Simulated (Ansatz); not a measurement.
FeBiO₃:
```xyz
10
Lattice="4.7270 2.8519 0.0000 -4.7270 2.8519 0.0000 -3.4103 0.0000 4.5399" Properties=species:S:1:pos:R:3 pbc="T T T"
Bi     1.5319     3.6969     1.1071
Fe     0.0000     1.1670     0.0000
O     -7.0097     2.8622     3.5139
O      3.5994     2.8622     1.0261
O     -4.6900     1.5242     3.0970
Bi    -4.9422     3.6969     3.4328
Fe    -1.7052     4.0189     2.2700
O     -1.0338     2.8622     0.9012
O     -2.3765     2.8622     3.6388
O      1.2796     1.5242     1.4429
```
Starting moments (μB, in the order of the atoms Bi Fe O O O Bi Fe O O O): 0.0 3.6 0.1 0.1 0.0 0.0 -3.6 -0.1 -0.1 0.0.

Relaxed with PBEsol.

Which orbitals make up the states near the band edges in DFT-PBEsol in the program Ansatz with PAW potentials?

Top 1 eV of the valence band: Fe 3d 51 %, O 2p 42 %. Bottom 1 eV of the conduction band: Fe 3d 79 %, O 2p 15 %. Projections are on Löwdin-orthogonalised atomic valence shells; empty p or d shells of many metals are not among them.

Tabulate the density of states.

States/eV per cell of 10 atoms, in 0.25 eV bins, energy from the valence-band maximum.

```tsv
E (eV)	total	O 2p	Fe 3d	Bi 6p
-7.88	0.00	0.00	0.00	0.00
-7.63	0.00	0.00	0.00	0.00
-7.38	0.00	0.00	0.00	0.00
-7.13	0.00	0.00	0.00	0.00
-6.88	0.22	0.16	0.01	0.01
-6.63	2.68	1.77	0.36	0.26
-6.38	7.09	4.39	1.46	0.70
-6.13	5.27	3.29	0.96	0.71
-5.88	7.59	4.78	1.52	0.87
-5.63	8.99	5.36	2.27	1.01
-5.38	9.90	5.71	2.92	0.80
-5.13	8.21	4.79	2.41	0.60
-4.88	6.03	3.62	1.68	0.42
-4.63	6.38	3.92	1.70	0.41
-4.38	6.41	4.07	1.57	0.41
-4.13	5.92	3.91	1.33	0.37
-3.88	7.64	4.97	1.88	0.44
-3.63	6.71	4.35	1.72	0.37
-3.38	8.01	5.21	2.03	0.46
-3.13	9.89	6.59	2.40	0.52
-2.88	9.02	5.99	2.13	0.52
-2.63	6.01	4.35	1.12	0.28
-2.38	8.31	5.92	1.68	0.35
-2.13	9.55	7.03	1.81	0.32
-1.88	9.78	6.63	2.53	0.24
-1.63	8.60	5.56	2.29	0.24
-1.38	6.48	4.17	1.53	0.24
-1.13	3.31	2.24	0.65	0.11
-0.88	0.12	0.04	0.07	0.00
-0.63	3.57	1.42	1.85	0.05
-0.38	5.20	2.15	2.68	0.07
-0.13	7.10	3.16	3.48	0.10
0.12	0.00	0.00	0.00	0.00
0.37	0.00	0.00	0.00	0.00
0.62	0.00	0.00	0.00	0.00
0.87	2.87	0.29	2.37	0.15
1.12	14.36	2.07	11.46	0.57
1.37	6.77	1.35	5.09	0.21
1.62	0.00	0.00	0.00	0.00
1.87	0.46	0.07	0.19	0.14
2.12	1.88	0.33	0.89	0.42
2.37	4.02	0.86	2.31	0.49
2.62	5.93	1.55	3.22	0.79
2.87	5.19	1.39	2.05	1.36
3.12	5.08	1.34	1.32	1.99
3.37	4.17	1.03	0.50	2.23
3.62	2.60	0.65	0.16	1.52
3.87	3.52	0.92	0.12	2.15
4.12	4.47	1.19	0.12	2.81
4.37	3.37	0.84	0.06	2.21
4.62	5.21	1.20	0.07	3.51
4.87	4.79	1.10	0.05	3.22
5.12	5.76	1.43	0.05	3.77
5.37	5.57	1.43	0.03	3.61
5.62	1.50	0.40	0.01	0.96
```

Space group Ima2. The start of the workflow was typed in or built on a structure type; neither database checked (COD, Materials Project) lists it. It is not the phase usual at ambient conditions (space group No. 161). Symmetry was held in the PBEsol relaxation, as lowered by the spin order; its stability against distortions is not shown here. Spin order of the final state: antiferromagnetic, chosen from 5 collinear starts compared on coarse meshes (ties went to the first, and starts can fall back to one state), not a proven ground state. No Hubbard U is applied. Scalar-relativistic: spin–orbit coupling is off unless named, which matters more the heavier the elements.

Potentials: the later of the program's two PAW sets.
